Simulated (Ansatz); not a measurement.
Structure types of S were relaxed at one common pressure (all-electron LAPW in Ansatz 0.2.0 under PBEsol, scalar-relativistic, no spin polarisation, zero temperature). They take these volumes:

```
         type  space group  V (Å³/atom)
          fcc        Fm-3m        10.47
          bcc        Im-3m        10.51
distorted hcp     P6_3/mmc        10.69
           sc        Pm-3m        11.01
     beta tin     I4_1/amd        10.93
      diamond        Fd-3m        12.71
```

Task: At about which pressure, and is the densest type also the lowest in enthalpy?

Result: 69 GPa. The densest is fcc, and it is 199 meV/atom above distorted hcp: its gain in pV doesn't pay for its higher energy here.
